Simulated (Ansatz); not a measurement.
All numbers below come from Ansatz 0.2.0, DFT PBE, scalar-relativistic, plane waves, PAW. Settings: cutoff 420 eV, Γ-centred meshes spaced at most about 0.3 Å⁻¹, and about 0.25 Å⁻¹ or finer for metals (2π included), Gaussian smearing. No spin polarisation in the final relaxations.

Temperature and zero-point effects are left out.

Two forms of NbIn2S3 were relaxed alike.

A.

```cif
data_structure
_symmetry_space_group_name_H-M 'P4mm'
_symmetry_Int_Tables_number 99
_cell_length_a 3.3706
_cell_length_b 3.3706
_cell_length_c 10.9341
_cell_angle_alpha 90.000
_cell_angle_beta 90.000
_cell_angle_gamma 90.000
_cell_volume 124.22
loop_
_atom_site_label
_atom_site_type_symbol
_atom_site_symmetry_multiplicity
_atom_site_Wyckoff_symbol
_atom_site_fract_x
_atom_site_fract_y
_atom_site_fract_z
_atom_site_occupancy
Nb1 Nb 1 a 0.00000 0.00000 0.56445 1
In1 In 1 b 0.50000 0.50000 0.74730 1
In2 In 1 a 0.00000 0.00000 0.24498 1
S1 S 2 c 0.50000 0.00000 0.98808 1
S2 S 1 b 0.50000 0.50000 0.46711 1
```

B.

```cif
data_structure
_symmetry_space_group_name_H-M 'P-4m2'
_symmetry_Int_Tables_number 115
_cell_length_a 3.5310
_cell_length_b 3.5310
_cell_length_c 10.2849
_cell_angle_alpha 90.000
_cell_angle_beta 90.000
_cell_angle_gamma 90.000
_cell_volume 128.23
loop_
_atom_site_label
_atom_site_type_symbol
_atom_site_symmetry_multiplicity
_atom_site_Wyckoff_symbol
_atom_site_fract_x
_atom_site_fract_y
_atom_site_fract_z
_atom_site_occupancy
Nb1 Nb 1 b 0.50000 0.50000 0.00000 1
In1 In 2 g 0.50000 0.00000 0.73006 1
S1 S 2 g 0.50000 0.00000 0.35991 1
S2 S 1 a 0.00000 0.00000 0.00000 1
```

Question: Which is lower in energy, and by how much?

Answer: B is lower, by 165 meV/atom. A has space group P4mm (No. 99), 20.7 Å³/atom and no gap on its mesh; B has space group P-4m2 (No. 115), 21.4 Å³/atom and no gap. Counting S atoms around In and Nb (those within 1.25 times the shortest such distance or 1.15 times the sum of covalent radii; a plus sign parts nearer from farther groups; the shortest distance is added where it is long for a bond; a slash parts the counts of unlike sites), A has Nb 4, In 5 from 3.1 Å/8 from 3.3 Å and B has Nb 4, In 4+2. A holds S–S nets (shortest 2.38 Å); in B the shortest S–S distance is 3.53 Å. Both come from invented guesses. A third cell relaxed alike, in P-3m1, lies 0.40 eV/atom below the lower of the two.

Weakly bound directions are ill-defined at this level, which has no dispersion term (P-4m2), and this can change margins and order among such cells. In P4mm, P-4m2 an odd number of electrons in the primitive cell allows no gap without spin; a larger cell or a magnetic state could open one. A magnetic state wasn't ruled out in cells without spin, among them P-4m2. Cells relaxed within their symmetry can be saddle points.
